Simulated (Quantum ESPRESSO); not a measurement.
Kohn-Sham bands of Hf2Cu (I4/mmm)

```xyz
3
Lattice="0.0000 -3.1528 0.0000 3.1528 0.0000 0.0000 -1.5764 1.5764 5.5595" Properties=species:S:1:pos:R:3 pbc="T T T"
Hf     1.5764    -1.5764    -1.7358
Hf    -1.5764     1.5764     1.7358
Cu     0.0000     0.0000     0.0000
```

Cell from Materials Project (mp-30581), symmetrised, no further relaxation. COD (Crystallography Open Database) has an entry of this formula and space group (matched by these alone). Computed values, not measurements, from PBEsol: Quantum ESPRESSO (norm-conserving PseudoDojo potentials, cutoff 74 Ry, no spin polarisation, no spin-orbit coupling) on a Γ-centred 4×4×4 mesh, then Wannier90. Density: 14×14×14 mesh, cold smearing 0.01 Ry. Spin-orbit coupling is left out although heavy elements are present.

Problem. List the Kohn-Sham levels between −8 and 3.0 eV relative to the Fermi level at the high-symmetry points, as a band run of pw.x on that density gives them (levels within 2 meV counted together).

Solution. 
| point | k (reciprocal lattice) | levels (eV) |
|---|---|---|
| Γ | 0.000 0.000 0.000 | -3.98, -3.93, -3.88, -3.20 (×2), -3.05, -1.73, -0.98, 0.64, 2.45 (×2), 2.66 |
| X | -0.500 0.500 0.000 | -4.43, -3.86, -3.73, -3.66, -2.72, -2.72, -2.31, -2.03, -1.13, -0.71, 1.39, 1.75 |
| P | -0.500 0.500 0.250 | -4.19, -4.18, -3.70 (×2), -2.71, -2.65, -2.03, -1.93 (×2), 0.46 (×2), 2.23 |
| N | 0.000 0.500 0.000 | -4.70, -4.16, -4.03, -3.39, -3.27 (×2), -2.30, -1.63, -0.56, 0.28, 0.83, 0.96, 1.49, 1.97 |
| M | 0.000 0.000 0.500 | -6.66, -6.10, -4.14, -4.06, -3.20 (×2), -3.05, -1.35, -0.89, 0.43, 1.52 (×2) |
| S | 0.000 0.460 0.270 | -4.85, -4.29, -3.72, -3.39, -3.28, -3.27, -2.07, -1.98, -0.29, 0.10, 0.38, 1.29, 1.54, 2.08 |
| S_0 | 0.000 0.540 -0.270 | -4.85, -4.29, -3.72, -3.39, -3.28, -3.27, -2.07, -1.98, -0.29, 0.10, 0.38, 1.29, 1.54, 2.08 |
| R | -0.460 0.540 -0.040 | -4.38, -3.85, -3.72, -3.65, -2.80, -2.69, -2.19, -2.06, -1.31, -0.76, 1.33, 1.93 |
| G | -0.460 0.460 0.500 | -4.38, -3.85, -3.72, -3.65, -2.80, -2.69, -2.19, -2.06, -1.31, -0.76, 1.33, 1.93 |
